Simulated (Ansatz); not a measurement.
**KHg2: pressure against volume**

A database entry relaxed whole under r2SCAN (Imma):

```xyz
6
Lattice="-2.6299 4.0112 4.4938 2.6299 -4.0112 4.4938 2.6299 4.0112 -4.4938" Properties=species:S:1:pos:R:3 pbc="T T T"
K     2.6299    2.0056    0.4305
K     0.0000    2.0056    4.0633
Hg    2.6299    3.5694   -3.0201
Hg    0.0000    4.4529    1.4737
Hg    2.6299   -0.4418    3.0201
Hg    0.0000    0.4418    7.5139
```

The cell was scaled uniformly, its shape held, and the atoms relaxed at each volume with plane-wave PAW DFT (Ansatz 0.2.0; r2SCAN, 500 eV, 8×8×8 Γ-centred mesh, fermi-dirac occupations of width 0.100 eV; no spin, no spin-orbit coupling). One row is withheld.

```csv
volume (Å³/atom),energy over the lowest (meV/atom),pressure (GPa)
29.707,7.2,1.28
30.339,3.1,0.80
30.971,?,?
31.603,0.0,0.01
32.235,0.6,-0.31
32.867,2.4,-0.58
33.499,5.1,-0.81
```

Question: Fit the pressures of the other rows to the third-order Birch-Murnaghan form.

Answer: With f = [(V₀/V)^(2/3) − 1]/2 and P = 3B₀f(1 + 2f)^(5/2)[1 + 3(B₀′ − 4)f/2], least squares gives V₀ = 31.62 Å³ an atom, B₀ = 16.9 GPa and B₀′ = 6.3; the rows miss the fit by less than 0.01 GPa. The slope of the energies differs from these pressures by less than 0.05 GPa.

Question: What does the withheld row hold?

Answer: The fit gives 0.37 GPa at 30.971 Å³; the run gave 0.38 GPa and 0.8 meV an atom.

Caveats: the shape of the cell was held, so B₀ is an upper bound where the axes differ in stiffness; 0 K, fixed nuclei; the symmetry was kept, and this need not be the phase that is stable at 0 K; one mesh for all volumes; pressure is positive in compression.
